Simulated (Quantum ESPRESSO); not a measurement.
# Planted mistakes on one cell of Mg3O2F2

Calculated results; nothing here was measured. They come from pw.x of Quantum ESPRESSO 7.5, a plane-wave density functional program, with PseudoDojo standard norm-conserving files (v0.5 for PBE, v0.4.1 for LDA and PBEsol). The cells are made up: elements, strain and atom displacements were drawn at random, and nothing was relaxed. There is no spin polarisation, spin-orbit coupling or dispersion term.

The cell has 8 sites of a rocksalt lattice. Sites 1 to 4 hold empty Mg Mg Mg; sites 5 to 8 hold O O F F. Cell vectors in Å: (4.003, -0.011, -0.019); (-0.011, 4.034, 0.044); (-0.019, 0.044, 4.105). Settings: PBE, cutoff 1143 eV, 4 x 4 x 4 k mesh shifted by half a step, Fermi-Dirac smearing of 0.025 eV.

The intended run has a self-consistency threshold of 1e-07 eV, a smearing term of 0.000 eV, a pressure of 16.85 GPa and 10 iterations. Each further run changes one thing: all lengths scaled by 1.0150; atoms of sites 5 and 7 exchanged; cutoff 734 eV; files of PBEsol; one electron added; threshold 0.5 eV. A coarse mesh keeps the shift, and a charged cell sits in a uniform background.

```
run,change of free energy (eV),smearing term -TS (eV),change of P (GPa),largest change of a force component (eV/Å),iterations
A,-0.246,0.000,-7.53,0.238,10
B,13.895,0.000,51.71,0.519,10
C,-0.139,0.000,0.23,0.373,10
D,7.265,0.000,-112.61,0.134,10
E,0.015,0.000,4.60,0.051,4
F,15.113,0.000,-4.60,0.035,10
```

A rerun of the intended cell at 1437 eV and k mesh 6 x 6 x 6 moved values by no more than 0.003 eV in the cell's energy, 0.05 GPa in stress and 0.009 eV/Å in force.

Question: which change belongs to which run?

## Worked reading

Run E has the fewest iterations, as a run stopped early does. Run D has a higher energy and the largest fall in pressure, as too small a basis gives. Run A changes the volume by a factor of 1.0457; minus its pressure change over the logarithm of that factor, 169 GPa, is a rough bulk modulus with clamped atoms. Energies from files of another functional, or of a charged cell, have another zero and say nothing on stability; the pressure of a charged cell rests on the program's zero of potential too.

## Key

```
run                            change
  A      all lengths scaled by 1.0150
  B                one electron added
  C  atoms of sites 5 and 7 exchanged
  D                     cutoff 734 eV
  E                  threshold 0.5 eV
  F                   files of PBEsol
```